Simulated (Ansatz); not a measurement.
**BN: calculated against measured nuclear parameters**

**The experiment to reproduce.**

“First-principles theory of extending the spin qubit coherence time in hexagonal boron nitride”, 2022, arXiv:2202.04346 quotes: |C_Q| of 10B 6.1 MHz; |C_Q| of 11B 2.9 MHz; |C_Q| of 14N about 0.2 MHz. On the |C_Q| of 10B: quoted in a theory paper, not measured there. On the |C_Q| of 11B: quoted in a theory paper, not measured there. On the |C_Q| of 14N: quoted in a theory paper, not measured there, to one digit only, so it can be off by a third.

Cell of run 1: a Materials Project structure (computed, not necessarily an observed phase), taken as it stands.

```yaml
crystal:
  lattice:
    - [2.50164, 0.00000, 0.00000]
    - [-1.25082, 2.16648, 0.00000]
    - [0.00000, 0.00000, 7.36932]
  atoms:
    - { symbol: B, position: [0.66667, 0.33333, 0.75000] }
    - { symbol: B, position: [0.33333, 0.66667, 0.25000] }
    - { symbol: N, position: [0.00000, 0.00000, 0.75000] }
    - { symbol: N, position: [0.00000, 0.00000, 0.25000] }
```

Sites (sets of like atoms) are named by element and the number of their first atom in this list.

All runs are DFT with Ansatz 0.2.0 (plane waves and PAW, scalar-relativistic unless spin–orbit coupling is named, Γ-centred meshes, Fermi–Dirac smearing) in this cell.

Run 1: PBE, gradients read without the response of the cores, atoms as given; 420 eV, 13×13×4 k-points, smearing 0.02 eV.

10B: I = 3, Q = 84.59 mb; 11B: I = 3/2, Q = 40.59 mb; 14N: I = 1, Q = 20.44 mb (Pyykkö 2018). C_Q = eQV_zz/h.

Question: How well do the runs reproduce the measured values?

Answer: 

```
    quantity  unit  measured  run 1
|C_Q| of 10B   MHz       6.1   5.90
|C_Q| of 11B   MHz       2.9   2.83
|C_Q| of 14N   MHz       0.2  0.158
```

For the |C_Q| of 10B, the calculation misses by -3 %. For the |C_Q| of 11B, the calculation misses by -2 %. For the |C_Q| of 14N, the calculation misses by -21 %.

The cell is a computed one and can differ from the measured cell by some per cent in volume. The runs hold the atoms at rest, while the measurements include thermal motion.
